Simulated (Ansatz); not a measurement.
**As: frozen-core PAW against all-electron methods**

```xyz
2
Lattice="1.8929 1.0929 3.7350 -1.8929 1.0929 3.7350 0.0000 -2.1858 3.7350" Properties=species:S:1:pos:R:3 pbc="T T T"
As    0.0000    0.0000    2.5147
As    0.0000    0.0000    8.6901
```

Atoms are numbered in the order listed.

The cell is the one relaxed in the Materials Project (mp-11), not relaxed further here; entries there can be hypothetical. The listed cell was then made from it by scaling, straining or moving an atom.

Methods: DFT, PBEsol, PAW with Ansatz's default frozen-core files, scalar-relativistic (Ansatz 0.2.0); DFT, PBEsol, all-electron LAPW, scalar-relativistic (Ansatz 0.2.0).

For PAW: a Γ-centred 12×12×12 k mesh, Fermi–Dirac smearing of 0.05 eV, cutoff 420 eV, no spin polarisation; the PAW files were made with PBE, and the program remakes their frozen cores for this functional. LAPW targets a basis error of 0.5 meV/atom. The Ansatz runs share mesh, smearing and spin set-up. Plane-wave (PAW) pressures include the program's estimate of the Pulay term.

Stress and pressure are positive in compression.

The change that made this cell: volume scaled by 1.025.

PAW results:

```tsv
quantity	PAW
pressure (GPa)	-2.99
stress xx (GPa)	-2.89
stress zz (GPa)	-3.19
```

(1) What does all-electron LAPW give for the same quantities?

Answers

(1) 
```
       quantity   LAPW
 pressure (GPa)  -2.99
stress xx (GPa)  -2.89
stress zz (GPa)  -3.18
```
